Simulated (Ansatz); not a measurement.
The start is a randomly generated symmetric cell of WC (space group No. 164). A full variable-cell relaxation at zero pressure is run with PBE (plane waves to 420 eV, PAW, scalar-relativistic; Ansatz, a program for electronic structure). First-step values are on the input's coarse k-mesh.

Ansatz input (later rounds restart from its end on a renewed k-mesh):
Ansatz 0.2 input:
```yaml
crystal:
  lattice:
    - [3.7297537, 0, 0]
    - [-1.8648768, 3.2300614, 0]
    - [0, 0, 4.6411118]
  atoms:
    - { symbol: C, position: [0, 0, 0.5] }
    - { symbol: C, position: [0, 0, 0] }
    - { symbol: W, position: [0.33333333, 0.66666667, 0.83752454] }
    - { symbol: W, position: [0.66666667, 0.33333333, 0.16247546] }
basis: { ecutwfc: 420, ecutrho_ratio: 4, xc_grid: 2, fft_grid_basis: typed }
kpoints: { mp_grid: { grid: [7, 7, 5] } }
hamiltonian:
  xc: pbe
  dispersion: none
  pseudopotentials: { kind: paw }
scf: { occupations: { method: fermi_dirac, width: 0.05 } }
relax: { f_tol: 0.01, max_steps: 100, cell: { stress_tol: 0.02 } }
output: { forces: true, stress: true }
```

### Question
What is the largest force in the starting geometry, and on which atom (counted from 1)?

### Answer
About 2.5 eV/Å, on W3, W4 (atoms numbered as listed).

### Question
What symmetry does the relaxed structure have?

### Answer
The space group goes from P-3m1 (No. 164) to P6₃/mmc (No. 194); the end is NiAs type, with 4 atoms in the primitive cell.

### Question
How does the volume change?

### Answer
-26.0 %, from 13.98 to 10.34 Å³/atom.

### Question
How do the shortest distances between atoms change?

### Answer
The closest pairs of elements (up to four, under 3.6 Å), start → end: C–W 2.28 → 2.19 Å; C–C 2.32 → 2.76 Å; W–W 2.63 → 2.94 Å.

Final values are on a 18×18×9 k-mesh of the relaxed cell. No spin polarisation in the result.

The run could not lose the symmetry of its start, so the end can be a saddle point.

The relaxed structure here is a generated cell of WC: the first start was made by a random draw of sites in a space group, and the end was not matched to a known phase here, so it may be hypothetical. Known forms of WC include space group No. 187.
